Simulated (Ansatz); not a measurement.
Relaxation of a relaxed Pt cell, doubled along one cell vector, shaken by Gaussian noise of σ = 0.08 Å a coordinate; 2 atoms in the cell, which starts as P-1 (No. 2), aP2; a = 2.766 Å, b = 2.766 Å, c = 4.365 Å, α = 80.33°, β = 80.33°, γ = 75.82°. The numbers are results of PBE (plane waves to 420 eV, PAW, scalar-relativistic; Ansatz, a program for electronic structure), not measurements. Γ-centred k-mesh 8×15×13 on the run's cell (coarser than for final values), Fermi–Dirac smearing 0.05 eV. This is the first round of the run. 

The optimiser's lines from the output (shortened; P is positive under compression):

```
relax step   1: F+E_penalty+E_count = -25049.32481065 eV  Δ(F+E_penalty+E_count) = +0.000e0 eV  max|allowed force component| = 8.866e-1 eV/Å  Δτ_max = 0.0000 Å  P = +1.769 GPa  Ω = 31.633 Å³  (7 SCF iters, dr2 threshold 1.00e-7 eV, accepted)
relax step   2: F+E_penalty+E_count = -25049.35740427 eV  Δ(F+E_penalty+E_count) = -3.259e-2 eV  max|allowed force component| = 6.474e-1 eV/Å  Δτ_max = 0.1419 Å  P = +2.525 GPa  Ω = 31.439 Å³  (6 SCF iters, dr2 threshold 2.00e-7 eV, accepted)
relax step   3: F+E_penalty+E_count = -25049.40592946 eV  Δ(F+E_penalty+E_count) = -4.853e-2 eV  max|allowed force component| = 8.459e-3 eV/Å  Δτ_max = 0.0569 Å  P = -1.147 GPa  Ω = 31.818 Å³  (6 SCF iters, dr2 threshold 2.00e-7 eV, accepted)
relax step   4: F+E_penalty+E_count = -25049.40679475 eV  Δ(F+E_penalty+E_count) = -8.653e-4 eV  max|allowed force component| = 1.286e-3 eV/Å  Δτ_max = 0.0011 Å  P = -0.057 GPa  Ω = 31.661 Å³  (6 SCF iters, dr2 threshold 2.00e-7 eV, accepted)
relax step   5: F+E_penalty+E_count = -25049.40681500 eV  Δ(F+E_penalty+E_count) = -2.024e-5 eV  max|allowed force component| = 2.467e-5 eV/Å  Δτ_max = 0.0001 Å  P = -0.001 GPa  Ω = 31.654 Å³  (6 SCF iters, dr2 threshold 3.09e-8 eV, accepted)
relax step   6: F+E_penalty+E_count = -25049.40682032 eV  Δ(F+E_penalty+E_count) = -5.323e-6 eV  max|allowed force component| = 2.468e-5 eV/Å  Δτ_max = 0.0000 Å  P = -0.003 GPa  Ω = 31.654 Å³  stress off target by 2.00e-2 GPa  SCF on the basis re-selected at this cell (its energy is not comparable with the rows above)  (8 SCF iters)
```

From the first to the last row the energy changes by -0.04 eV/atom and the volume by +0.1 %. The last row is marked as not comparable with the walk above it, whose basis was carried along; it does compare with step 1, since both stand on a basis selected at the nominal cutoff for their own cell.

Later rounds, restarted from the end of this one on a renewed k-mesh, logged 7 more steps and released under 0.01 eV/atom more. The final structure after all rounds: I4/mmm (No. 139), tI2, AFLOW prototype A_tI2_139_a (A_a); a = b = 3.399 Å, c = 2.738 Å, α = β = γ = 90.00°. No spin polarisation in the result.

The run could not lose the symmetry of its start, so the end can be a saddle point.

The relaxed structure here is a generated cell of Pt: the first start was made by placing the elements on the sites of a structure type, and the end was not matched to a known phase here, so it may be hypothetical. Known forms of Pt include space group No. 225.
